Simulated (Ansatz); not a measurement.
A geometry of InSe away from equilibrium: step 3 of the relaxation of a relaxed InSe cell, doubled along one cell vector, shaken by Gaussian noise of σ = 0.08 Å a coordinate. Method: r2SCAN (plane waves to 500 eV, PAW, scalar-relativistic; Ansatz, an electronic-structure program). Γ-centred k-mesh 3×6×3 on the run's cell (coarser than for final values), Fermi–Dirac smearing 0.05 eV.

```xyz
8
Lattice="7.4625 0.0003 -0.0125 0.0002 3.8186 0.0302 -0.0128 0.0602 7.6479" Properties=species:S:1:pos:R:3 pbc="T T T"
In     2.6569     1.9151     1.3322
In     6.4485     1.9548     1.2852
In     0.9895     1.9287     6.4286
In     4.7653     1.9668     6.3481
Se     2.8514     0.0770     5.5137
Se     6.6157     0.1047     5.4050
Se     0.8065     0.0272     2.2253
Se     4.5578     0.0276     2.1444
```

Q: Which atoms carry the largest force, and which way does it point?

A: 0.25 eV/Å, on In3 (atoms numbered as listed); on In3 its components are (0.03, 0.12, -0.22).

Q: What is the pressure?

A: +0.1 GPa, compression positive.

Q: How much energy per atom can still be gained by relaxing?

A: 0.29 eV/atom; the path ends in C2/m (No. 12).

No spin polarisation in the result. No dispersion correction is included, so spacings between layers, chains or molecules are soft and tend to come out too large.

Of the parent cell (Pmma (No. 51)): it is a generated cell of InSe: the first start was made by placing the elements on the sites of a structure type, and the end was not matched to a known phase here, so it may be hypothetical. Known forms of InSe include space group No. 194.

The first start was generated by placing the elements on the sites of a structure type. Materials Project lists a structure of InSe in the same space group, C2/m (No. 12); the sites were not compared with it, nor with measured phases. Known forms of InSe include space group No. 194.
